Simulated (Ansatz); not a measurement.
Does relaxation matter for the field gradients of MoS2 with Te replacing S?

Start: a supercell of MoS2 (space group P6_3/mmc) built from a COD entry, with all atoms left at the host's positions.

```
CELL_PARAMETERS angstrom
9.50700 0.00000 0.00000
-3.16900 5.48887 0.00000
0.00000 0.00000 12.32400
ATOMIC_POSITIONS crystal
Mo 0.11111 0.33333 0.25000
Mo 0.11111 0.83333 0.25000
Mo 0.44444 0.33333 0.25000
Mo 0.44444 0.83333 0.25000
Mo 0.77778 0.33333 0.25000
Mo 0.77778 0.83333 0.25000
Mo 0.22222 0.16667 0.75000
Mo 0.22222 0.66667 0.75000
Mo 0.55556 0.16667 0.75000
Mo 0.55556 0.66667 0.75000
Mo 0.88889 0.16667 0.75000
Mo 0.88889 0.66667 0.75000
Te 0.11111 0.33333 0.62300
S 0.11111 0.83333 0.62300
S 0.44444 0.33333 0.62300
S 0.44444 0.83333 0.62300
S 0.77778 0.33333 0.62300
S 0.77778 0.83333 0.62300
S 0.22222 0.16667 0.12300
S 0.22222 0.66667 0.12300
S 0.55556 0.16667 0.12300
S 0.55556 0.66667 0.12300
S 0.88889 0.16667 0.12300
S 0.88889 0.66667 0.12300
S 0.11111 0.33333 0.87700
S 0.11111 0.83333 0.87700
S 0.44444 0.33333 0.87700
S 0.44444 0.83333 0.87700
S 0.77778 0.33333 0.87700
S 0.77778 0.83333 0.87700
S 0.22222 0.16667 0.37700
S 0.22222 0.66667 0.37700
S 0.55556 0.16667 0.37700
S 0.55556 0.66667 0.37700
S 0.88889 0.16667 0.37700
S 0.88889 0.66667 0.37700
```

Atoms are numbered from 1 in the order listed; like atoms form one site, named after its first atom.

Computed with Ansatz: DFT, PBE, plane waves and PAW, scalar-relativistic, 420 eV cutoff, Γ-centred 3×4×2 k-points, Fermi–Dirac smearing 0.01 eV.

The largest force at the start is 8.9 eV/Å. Relaxing the ions at fixed cell moves them by 0.324 Å at most (atom 13, Te) and 0.073 Å rms.

```csv
site,atom,moved (Å),first shell before,first shell after,V_zz before (10²¹ V/m²),η before
Mo4,4,0.035,6 S at 2.41 Å,6 S at 2.40–2.41 Å,-7.55,0.00
Mo7,7,0.066,"5 S at 2.41 Å, 1 Te at 2.41 Å","5 S at 2.40 Å, 1 Te at 2.69 Å",-9.51,0.00
Mo8,8,0.066,"5 S at 2.41 Å, 1 Te at 2.41 Å","5 S at 2.40 Å, 1 Te at 2.69 Å",-9.54,0.00
Mo9,9,0.074,6 S at 2.41 Å,6 S at 2.40 Å,-7.61,0.03
Mo10,10,0.062,6 S at 2.41 Å,6 S at 2.40–2.41 Å,-7.45,0.03
Mo11,11,0.064,"5 S at 2.41 Å, 1 Te at 2.41 Å","5 S at 2.40–2.41 Å, 1 Te at 2.69 Å",-9.41,0.01
Te,13,0.324,3 Mo at 2.41 Å,3 Mo at 2.69 Å,-28.9,0.00
S25,25,0.006,3 Mo at 2.41 Å,3 Mo at 2.40 Å,-4.54,0.00
S26,26,0.056,3 Mo at 2.41 Å,3 Mo at 2.40–2.41 Å,-4.92,0.20
S27,27,0.064,3 Mo at 2.41 Å,3 Mo at 2.40 Å,-5.15,0.13
S28,28,0.062,3 Mo at 2.41 Å,3 Mo at 2.40–2.41 Å,-5.23,0.13
S29,29,0.060,3 Mo at 2.41 Å,3 Mo at 2.40–2.41 Å,-5.08,0.12
```

(1) What are V_zz and η after the relaxation?

## Answers

(1) 

```tsv
site	atom	V_zz after	η after	change of V_zz
Mo4	4	-7.71	0.01	-0.16
Mo7	7	-6.76	0.09	+2.75
Mo8	8	-6.75	0.09	+2.79
Mo9	9	-7.61	0.12	0.00
Mo10	10	-7.39	0.14	+0.06
Mo11	11	-6.74	0.07	+2.67
Te	13	-13.38	0.02	+15.51
S25	25	-5.53	0.04	-0.99
S26	26	-4.86	0.21	+0.06
S27	27	-4.98	0.10	+0.17
S28	28	-5.04	0.13	+0.19
S29	29	-5.02	0.14	+0.06
```

The largest change of V_zz is on Te, from -28.9 to -13.38. In per cent, |V_zz| changes by -29 to +2 on Mo, -54 on Te, -4 to +22 on S (all sites that start above 0.5). On S27, S29, S26 V_xx and V_yy change places (or their axes turn by over 50°), so the two values of η hide a larger change. The table leaves out 23 of the 35 sites, with |V_zz| up to 7.72; their tensors move by 0.52 at most along any direction. The statements above cover all sites. The host's own positions weren't relaxed first, so part of the change far from the defect can be the host's relaxation.

The defect repeats with the cell of 36 atoms, so it feels its images: sites between two images don't show the values beside a lone defect, and zeros or small values of η there can come from the images' arrangement. Mo and S carry a gradient in the pure host already, so the values there aren't the defect's effect alone. Without spin–orbit coupling the gradients at and beside Te can be off by some per cent, at some sites by more.
Before: The cell keeps the host's lattice, where the PBE pressure is 5 GPa. The neighbours have not yet relaxed around the defect (largest force 8.9 eV/Å), so the values at and beside it are those of a strained start, not of the defect in a real crystal.
